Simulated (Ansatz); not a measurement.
GeMo3:
```
GeMo3
1.0
    4.90617     0.00000     0.00000
    0.00000     4.90617     0.00000
    0.00000     0.00000     4.90617
Ge Mo
2 6
Direct
  0.00000   0.00000   0.00000
  0.50000   0.50000   0.50000
  0.25000   0.00000   0.50000
  0.75000   0.00000   0.50000
  0.50000   0.75000   0.00000
  0.50000   0.25000   0.00000
  0.00000   0.50000   0.75000
  0.00000   0.50000   0.25000
```

Relaxed with PBEsol. Special points in fractions of this cell's reciprocal vectors: Γ (0.000, 0.000, 0.000); X (0.000, 0.500, 0.000); M (0.500, 0.500, 0.000); R (0.500, 0.500, 0.500).

Task: List the band energies nearest the Fermi level at these points for the program Ansatz at the PBEsol level (PAW).

Result: In eV from the Fermi level; about four levels below and three above (degenerate sets whole), none deeper than 8.9 eV; points with the same levels are listed once.

| k | below | above |
|---|---|---|
| Γ | -2.13 -2.13 -2.13 -1.60 -1.60 | 1.12 1.12 1.12 |
| X | -2.47 -2.47 -1.78 -1.78 | 0.19 0.19 0.88 0.88 |
| M | -0.83 -0.83 -0.68 -0.58 -0.20 | 0.14 0.90 1.09 1.09 |
| R | -1.26 -1.26 -1.26 -1.26 -1.26 -1.26 | 1.18 1.18 1.18 1.18 1.18 1.18 |

Space group Pm-3n (A15 (Cr3Si type)). The first step of the workflow began from a Materials Project structure, measured or hypothetical; the Crystallography Open Database copy checked does not list it. Whether it is the stable phase at ambient conditions was not checked. The PBEsol relaxation kept the symmetry of its start; its stability against distortions is not shown here. No spin polarisation was allowed. Spin–orbit coupling is left out wherever it is not named.

Potentials: the later of the program's two PAW sets.
